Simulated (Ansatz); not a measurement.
Sb:
```cif
data_Sb2
_chemical_formula_sum 'Sb2'
_space_group_name_H-M_alt 'P 1'
_space_group_IT_number 1
_cell_length_a 4.86079
_cell_length_b 4.86079
_cell_length_c 4.86079
_cell_angle_alpha 60.000
_cell_angle_beta 60.000
_cell_angle_gamma 60.000
loop_
_space_group_symop_operation_xyz
  'x, y, z'
loop_
_atom_site_label
_atom_site_type_symbol
_atom_site_fract_x
_atom_site_fract_y
_atom_site_fract_z
_atom_site_occupancy
Sb1 Sb 0.00000 0.00000 0.00000 1
Sb2 Sb 0.25000 0.25000 0.25000 1
```

Relaxed with PBEsol.

Problem. Decompose the optical modes at the zone centre into irreducible representations, and say which are infrared and Raman allowed.

Solution. Point group m-3m: Γ_opt = T2g. Infrared: none. Raman: T2g.

Problem. Assign frequencies (DFPT, DFT-PBEsol in the program Ansatz with PAW potentials).

Solution. T2g 129 cm⁻¹.

Space group Fd-3m (diamond). The start of the workflow was typed in or built on a structure type; neither database checked (COD, Materials Project) lists it. It is not the phase usual at ambient conditions (space group No. 166). The PBEsol relaxation kept the symmetry of its start. At this level the phase is mechanically unstable. As this level gives no gap, phonon frequencies hold no LO–TO term and depend on the k-mesh and smearing (Fermi–Dirac, 0.1 eV here). Spin–orbit coupling is left out wherever it is not named.

Potentials: the earlier of the program's two PAW sets. The files were generated under PBE; for other functionals the program regenerates the frozen cores, and for LDA and PBEsol the local potential too.
